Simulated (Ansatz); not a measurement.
GaSb:
```
CELL_PARAMETERS angstrom
      0.00000     3.06572     3.06572
      3.06572     0.00000     3.06572
      3.06572     3.06572     0.00000
ATOMIC_POSITIONS crystal
  Sb 0.75000 0.75000 0.75000
  Ga 0.00000 0.00000 0.00000
```

Cartesian axes are those of the cell as given.

Problem. Give the proper piezoelectric stress tensor with relaxed ions from plane-wave PAW r²SCAN (Ansatz code).

Solution. In C/m², rows x, y, z, Voigt columns; mesh uncertainty up to 0.01.
```
0.00  0.00  0.00  0.28  0.00  0.00
0.00  0.00  0.00  0.00  0.28  0.00
0.00  0.00  0.00  0.00  0.00  0.28
```

The elastic tensor of the same run (GPa):

```json
[
 {"": "1", "1": "86.9", "2": "37.0", "3": "37.0", "4": "0.0", "5": "0.0", "6": "0.0"},
 {"": "2", "1": "37.0", "2": "86.9", "3": "37.0", "4": "0.0", "5": "0.0", "6": "0.0"},
 {"": "3", "1": "37.0", "2": "37.0", "3": "86.9", "4": "0.0", "5": "0.0", "6": "0.0"},
 {"": "4", "1": "0.0", "2": "0.0", "3": "0.0", "4": "43.5", "5": "0.0", "6": "0.0"},
 {"": "5", "1": "0.0", "2": "0.0", "3": "0.0", "4": "0.0", "5": "43.5", "6": "0.0"},
 {"": "6", "1": "0.0", "2": "0.0", "3": "0.0", "4": "0.0", "5": "0.0", "6": "43.5"}
]
```

Problem. Convert to strain constants d = e·S.

Solution. In pC/N:
```
0.0  0.0  0.0  6.3  0.0  0.0
0.0  0.0  0.0  0.0  6.3  0.0
0.0  0.0  0.0  0.0  0.0  6.3
```

Space group F-43m (zinc blende). The cell was relaxed with r²SCAN under the symmetry of its start; of distortions, only those at the zone centre were tested. Scalar-relativistic: spin–orbit coupling is off unless named, which matters more the heavier the elements.

Potentials: the later of the program's two PAW sets.
